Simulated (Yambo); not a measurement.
Yambo run on NaAuO2 (space group C2/m, No. 12). The wavefunctions are PBEsol (Quantum ESPRESSO, PseudoDojo norm-conserving, 88 Ry, with spin-orbit coupling) ones on a 4×4×2 mesh (40 occupied bands); a = 3.638 Å, b = 3.638 Å, c = 6.145 Å, α = 116.24°, β = 116.24°, γ = 48.91°.

Yambo input:

```
rim_cut
gw0
dyson
el_el_corr
HF_and_locXC
ppa
em1d
RandQpts= 1000000
RandGvec= 1 Ry
EXXRLvcs= 88 Ry
VXCRLvcs= 352 Ry
Chimod= "HARTREE"
% BndsRnXp
 11 | 216 |
%
NGsBlkXp= 7 Ry
% LongDrXp
 1.0 | 1.0 | 1.0 |
%
PPAPntXp= 27.2114 eV
% GbndRnge
 1 | 216 |
%
GTermKind= "BG"
DysSolver= "n"
ExtendOut
% QPkrange
 4 | 4 | 41 | 41 |
 6 | 6 | 40 | 41 |
 11 | 11 | 40 | 40 |
%
```

k points by index: 4 = (0, 0.25, -0.5), 6 = (0, -0.5, -0.5), 11 = (0.25, -0.25, 0).

The o-*.qp file then holds:

```
#    K-point    Band    Eo [eV]    E [eV]    E-Eo [eV]    Vxc [eV]    Vnlxc [eV]    Sc|Eo [eV]    Sc|E [eV]    dSc/dw|Eo [eV]    Re(Z)    Im(Z)
#
    4    41    1.472882    2.663085    1.190202    -20.40667    -16.27837    -2.657514    -2.938091    -6.414400    0.809240    -0.001132
    6    40    -0.018665    -0.683906    -0.665241    -20.95546    -26.54886    4.747039    4.928160    -7.407160    0.786033    -0.001323
    6    41    2.046743    3.414308    1.367566    -22.13324    -17.70724    -2.710778    -3.058432    -6.917108    0.797320    -0.001201
    11    40    0.000000    -0.664100    -0.664100    -21.01784    -26.60963    4.747276    4.927695    -7.391114    0.786397    -0.001329
```
(The two width columns are left out.) Convergence of these settings isn't established.

Geometry relaxed with PBEsol.

The structure is a Materials Project entry; no match was found in the copy of COD used, and its stability was not checked.
